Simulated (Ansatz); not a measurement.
Here is the system:

Cd:
```
Cd
1.0
    2.97353     0.00000     0.00000
   -1.48676     2.57515     0.00000
    0.00000     0.00000     5.72222
Cd
2
Direct
  0.33333   0.66667   0.75000
  0.66667   0.33333   0.25000
```

This is the r²SCAN-relaxed structure. Cartesian axes are those of the cell as given.

Problem. All from r²SCAN (plane waves, PAW; program Ansatz), unless another level is named. Give the highest zone-centre frequency.

Solution. 2.64 THz.

Problem. Predict the Poisson's ratio.

Solution. 0.30.

Problem. Next, the elastic constants (relaxed ions, GPa)?

Solution. C11 = 121, C12 = 43.8, C13 = 34.7, C33 = 44.3, C44 = 17.1.

Space group P6_3/mmc (hcp (Mg type)). The cell was relaxed with r²SCAN under the symmetry of its start; of distortions, only those at the zone centre were tested. As this level gives no gap, shear constants depend on the k-mesh and smearing (Fermi–Dirac, 0.1 eV here). As this level gives no gap, phonon frequencies hold no LO–TO term and depend on the k-mesh and smearing (Fermi–Dirac, 0.1 eV here).

Potentials: the later of the program's two PAW sets.
